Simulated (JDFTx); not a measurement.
System: HfB2(1 0 -1 0) (P6/mmm bulk; lattice of mp-1994, not re-optimised at this level), 1x1 cell of 8 atoms in 8 planes (B outermost, slab composition Hf2B6), area 10.90 Å² a face, 5.8 Å between the outermost planes in a cell 22.3 Å high; k mesh 8×6×1, Fermi width 0.01 Ha, no spin polarisation. Whether this polymorph is the ambient one wasn't checked. Neither spin polarisation nor a larger cell was tried.

Level of theory: PBE, GBRV ultrasoft potentials, plane waves to 20/100 Ha; code: JDFTx (a modified build). Liquid: linear PCM (GLSSA13), water, 0.5 M NaCl; nuclei fixed. Potentials are counted from the potential of zero charge; σ repeats to about 1 %.

| U − U_pzc (V) | σ (μC/cm², per face) |
|---|---|
| -0.69 | -9.24 |
| -0.29 | -4.05 |
| -0.29 | -4.00 |
| 0.16 | 2.26 |
| 0.71 | 10.84 |
| 0.91 | withheld |

Task: Fit σ = C₀x + bx² (x = U − U_pzc) to the other rows by least squares, predict the withheld value, and compare with the run.

Result: The fit gives C₀ (μF/cm²) = 14.3, b (μF/cm²/V) = 1.34, with a root-mean-square miss of 0.03 μC/cm² on its own rows. It predicts 14.1 μC/cm²; the run gives 14.3 μC/cm², a miss of 0.2 μC/cm².
